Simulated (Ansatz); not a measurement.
Structure: COD 9011010, as refined from experiment and not relaxed. The listed cell was then made from it by scaling, straining or moving an atom.

Cs: DFT, LDA, all-electron PAW with datasets made for the crystal, scalar-relativistic (Ansatz 0.2.0). What sets it apart from a plain run of this crystal: volume scaled by 0.96.

Command: `ansatz run input.yaml --threads 1 --pin off --max-ram 3072MiB --backend cpu --events-out ev --progress --plain --runs-dir out` The run took 3.2 s on 1 thread of Arm Neoverse V1, on a shared host, peak memory 0.29 GiB.

```yaml
crystal:
  lattice:
    - [-2.9816503979, 2.9816503979, 2.9816503979]
    - [2.9816503979, -2.9816503979, 2.9816503979]
    - [2.9816503979, 2.9816503979, -2.9816503979]
  atoms:
    - { symbol: Cs, position: [0.0, 0.0, 0.0] }
kpoints:
  mp_grid: { grid: [9, 9, 9] }
scf:
  occupations: { method: fermi_dirac, width: 0.05 }
hamiltonian:
  xc: lda
  pseudopotentials: { kind: all_electron, datasets: crystal }
output:
  forces: true
  stress: true
  eigenvalues: true
  efg: { contact_densities: true }
```

Output (standing set-up lines are left out):

```
Crystal: 1 atoms, lattice volume = 106.030 Å³
Basis set: ecut = 160 eV, 459 PW (Γ)
Space group: Im-3m (ITA 229), of the structure as read, at distance tolerance 4.7e-5 Å
iter 1 solved again at ethr=2.06e-4 eV; its pass at ethr=1.00e-1 eV (dr2=1.85e-2 eV) is discarded
SCF iter   1: F=—  HF=-211719.846364 eV  |F-HF|=—  |Δ(HF+E_count)|=         —  Δρ=2.78e-3  dr2=1.87e-2  ethr=2.06e-4  ⟨swp⟩=6.5  Hψ=2568  notcnv=0
preconditioner: auto → Kerker (q_TF=auto, 1.809 Å⁻¹)  [metal: Δε(μ)=0.113 eV  Ē_g=2.797 eV  σ=0.050 eV  W_gap=0.42  n_scr=12 (ndim 8)  ℏωp=3.6 eV  f_vac=0.000  D(μ)=1.28/eV (n_scr^D=0)]
SCF iter   2: F=—  HF=-211719.836995 eV  |F-HF|=—  |Δ(HF+E_count)|=   9.37e-3  Δρ=1.78e-3  dr2=9.76e-3  ethr=2.06e-4  ⟨swp⟩=2.0  Hψ=485  notcnv=0
SCF iter   3: F=—  HF=-211719.832122 eV  |F-HF|=—  |Δ(HF+E_count)|=   4.87e-3  Δρ=5.90e-4  dr2=1.20e-3  ethr=1.08e-4  ⟨swp⟩=2.0  Hψ=608  notcnv=0
SCF iter   4: F=—  HF=-211719.831950 eV  |F-HF|=—  |Δ(HF+E_count)|=   1.72e-4  Δρ=3.66e-4  dr2=4.41e-4  ethr=1.33e-5  ⟨swp⟩=2.0  Hψ=732  notcnv=0
iter 5 solved again at ethr=5.76e-8 eV; its pass at ethr=4.90e-6 eV (dr2=5.18e-6 eV) is discarded
SCF iter   5: F=—  HF=-211719.831909 eV  |F-HF|=—  |Δ(HF+E_count)|=   4.07e-5  Δρ=6.49e-5  dr2=4.63e-6  ethr=5.76e-8  ⟨swp⟩=3.4  Hψ=1126  notcnv=0
eigensolver tolerance schedule: the retry pair's looser diagonalisation over-reported the residual by 0.12 of it (diagonalisation noise at 0.12 of the residual, at the tolerance the schedule requests for it); recorded, not acted on — ethr = c·dr2/N_el stays at c = 1.0e-1
SCF iter   6: F=—  HF=-211719.831913 eV  |F-HF|=—  |Δ(HF+E_count)|=   4.08e-6  Δρ=1.66e-5  dr2=6.70e-7  ethr=5.14e-8  ⟨swp⟩=2.8  Hψ=518  notcnv=0
SCF iter   7: F=—  HF=-211719.831913 eV  |F-HF|=—  |Δ(HF+E_count)|=   4.68e-7  Δρ=6.04e-6  dr2=6.39e-8  ethr=7.45e-9  ⟨swp⟩=2.8  Hψ=509  notcnv=0
SCF iter   8: F=-211719.831914 eV  HF=-211719.831914 eV  |F-HF|=5.06e-9  |Δ(HF+E_count)|=   4.75e-8  Δρ=1.60e-6  dr2=4.10e-9  ethr=7.10e-10  ⟨swp⟩=2.8  Hψ=510  notcnv=0
SCF 1 converged in 8 iterations: F = -211719.831914 eV  dr2 = 4.10e-9
  Residual-converged pass: ⟨swp⟩=3.6  Hψ=655  notcnv=0  max |occ|·‖R‖ = 3.7e-6 eV (tolerance 3.7e-6 eV)  dr2=4.10e-9  dr2_onsite=9.79e-10  max |Δocc| = 2.8e-9
  greatest PAW one-centre occupation: 0.928 electrons in one spin orbital (limit 2), on the Cs atom at site 0 (counted from 0), in its partial waves of l = 0
SCF converged after 8 iterations
Free energy (F): -211719.831914 eV
Harris-Foulkes:  -211719.831914 eV  (|F-HF|=5.06e-9)
Internal energy: -211719.821743 eV  (E = F + TS)
E sigma→0 (E₀):  -211719.826828 eV
Entropy (-TS):   -0.010170 eV (-10.170 meV/atom)
Past the cutoff: the bands carry plane waves up to 1.75 times it, of which those up to 1.5 times it add -0.001367 eV an atom, each by itself; the spheres take 0.000335 eV an atom off the energy for waves past 1.75 times it
By the cutoff:   a pressure is off by up to 0.005 GPa (1.2 times the spheres' own share and the shells' term, over an atom's volume, and 0.004 GPa: a bound that held against runs at twice the plane waves)
Past the cutoffs: a stress includes 0.0001 GPa for waves and charges beyond them, in addition to the slope of what the spheres take
In the spheres:  the bands' charges fall short by 1.0e-6 e at most (sound up to 1e-3)
Fermi energy:    3.529692 eV
--- Per-component energies (eV) ---
  The terms above E_closure are by the made datasets' own strengths, without shells solved beside the bands.
--- Forces (eV/Å), atoms counted from 1 ---
  atom   1  Cs     0.00000000    -0.00000000     0.00000000
  max |Σ_I F_I| component: 2.00e-32 eV/Å
--- Stress (GPa, compression-positive) ---
       -0.211448       0.000000      -0.000000
        0.000000      -0.211448       0.000000
        0.000000      -0.000000      -0.211448
  P = ⅓ Tr σ = -0.2114 GPa (-2.114 kbar)
--- PAW observables at the nuclei: V_zz in 10²¹ V/m², potentials from the cell's mean, atoms counted from 1 ---
  atom   1  Cs V_zz =    -0.000000   η = 0.0000   by run symmetry: forbidden
            electrostatic potential = -9363.227546 V   contact ρ = 1892929.326459 e/Å³
--- Band table (eV; the first three rows and the last of 35) ---
  k-point 0: bands = ["-20.3206", "-6.9731", "-6.9731", "-6.9731", "1.7585", "6.0106", "6.0106"]
  k-point 1: bands = ["-20.3194", "-6.9957", "-6.9803", "-6.9731", "1.9077", "5.8612", "5.8753"]
  k-point 2: bands = ["-20.3165", "-7.0518", "-6.9984", "-6.9733", "2.3242", "5.4055", "5.5606"]
  k-point 34: bands = ["-20.3034", "-7.1037", "-7.0998", "-7.0998", "4.1403", "4.1804", "6.4858"]
```
